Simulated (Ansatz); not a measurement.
## Zn5O2: rattling a relaxed structure

The cell was found from a proposed guess, not taken from experiment.

The calculation used DFT PBE, scalar-relativistic, plane waves, PAW in Ansatz 0.2.0. Plane waves to 420 eV, a k mesh through Γ of 12×12×4 on the computed 7-atom cell and Gaussian smearing (0.10 eV); no spin polarisation.

The cell below (7 atoms, space group P3m1 (No. 156)) is relaxed within its symmetry.

```xyz
7
Lattice="3.1395 0.0000 0.0000 -1.5697 2.7188 0.0000 0.0000 0.0000 11.5916" Properties=species:S:1:pos:R:3 pbc="T T T"
Zn    0.0000    1.8126    5.6160
Zn    0.0000    0.0000    2.7945
Zn    1.5697    0.9063    0.0394
Zn    1.5697    0.9063    7.7565
Zn    0.0000    1.8126    9.7496
O     0.0000    0.0000    4.7434
O     1.5697    0.9063    1.9890
```

For the test it was strained at random (σ = 1.5 % a component), the atoms were moved at random (σ = 0.05 Å), and all was relaxed again on a coarse 12×12×2 mesh (in the run’s order of axes) with 0.20 eV smearing, with no symmetry imposed.

Question: Does it come back?

Answer: It returns, within 1 meV/atom of the unmoved cell on that mesh and with the same symmetry when read at 0.1 Å (P1 at 0.01 Å, so small strains and shifts remain). So it is stable against the distortions that fit this cell and that this random move excites. Modes that don't fit the cell aren't tested.
